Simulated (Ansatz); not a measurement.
Relaxed-ion elastic tensor of OsN₃ (ReO3 type, Pm-3m) in GPa (Voigt order), DFT-PBEsol in the program Ansatz with PAW potentials; density 7.09 g/cm³, 13.59 Å³ per atom.

```
 598  57.7  57.7   0.0   0.0   0.0
57.7   598  57.7   0.0   0.0   0.0
57.7  57.7   598   0.0   0.0   0.0
 0.0   0.0   0.0  25.2   0.0   0.0
 0.0   0.0   0.0   0.0  25.2   0.0
 0.0   0.0   0.0   0.0   0.0  25.2
```

**Question.** Is the crystal mechanically stable?

**Answer.** Yes: the smallest eigenvalue of C is 25.2 GPa.

**Question.** Work out the Voigt and Reuss bounds. Is their mean of use?

**Answer.** K_V = 238, K_R = 238; G_V = 123, G_R = 39.5 GPa. The bounds lie so far apart that a Hill average or a Debye temperature from it would say little.

The start of the workflow was typed in or built on a structure type; neither database checked (COD, Materials Project) lists it. Whether it is the stable phase at ambient conditions was not checked. The PBEsol relaxation kept the symmetry of its start; its stability against distortions is not shown here. The workflow began spin-polarised and lost its moments. The cell computed holds one magnetic atom, so no antiferromagnetic order was within reach. Its formation energy is positive at this level, so the cell may be metastable or incomplete. As this level gives no gap, shear constants depend on the k-mesh and smearing (Fermi–Dirac, 0.1 eV here). Scalar-relativistic: spin–orbit coupling is off unless named, which matters more the heavier the elements.

Potentials: the earlier of the program's two PAW sets. The files were generated under PBE; for other functionals the program regenerates the frozen cores, and for LDA and PBEsol the local potential too.
